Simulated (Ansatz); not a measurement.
A distorted cell of BN (h-BN type, space group P6_3/mmc):

```yaml
crystal:
  lattice:
    - [2.50580, 0.00000, 0.00000]
    - [-1.25290, 2.17009, 0.00000]
    - [0.00000, 0.00000, 6.61621]
  atoms:
    - { symbol: B, position: [0.30661, 0.65330, 0.25000] }
    - { symbol: B, position: [0.66667, 0.33333, 0.75000] }
    - { symbol: N, position: [0.33333, 0.66667, 0.75000] }
    - { symbol: N, position: [0.66667, 0.33333, 0.25000] }
```

The numbers are results of PBE-D3(BJ) (plane waves to 420 eV, PAW, scalar-relativistic; Ansatz, an electronic-structure program), not measurements. k mesh 12×12×4 (Γ-centred), Fermi-Dirac smearing 0.05 eV. E stands for the smeared free energy. Stress and pressure are positive under compression. BN was relaxed with its symmetry unable to fall. The PAW data are Ansatz's earlier set.

Q: Predict the force on every atom, in eV/Å.

A: 
```csv
atom,Fx,Fy,Fz
B1,2.260,1.305,0.000
B2,0.000,0.000,0.000
N3,-0.001,0.000,0.000
N4,-2.260,-1.305,0.000
```

Q: Give the stress tensor in GPa and the pressure.

A: 
```
    2.8      3.0      0.0
    3.0     -0.7      0.0
    0.0      0.0      0.0
```
The pressure, a third of the trace, is 0.7 GPa.

Q: In it atom 1 sits (-0.050, -0.029, 0.000) Å away from its relaxed site. What is its energy relative to the relaxed cell?

A: 73 meV/cell.

(For displaced atoms, the force is minus the slope of the energy, and its curvature is a force constant, which sets phonon frequencies.)
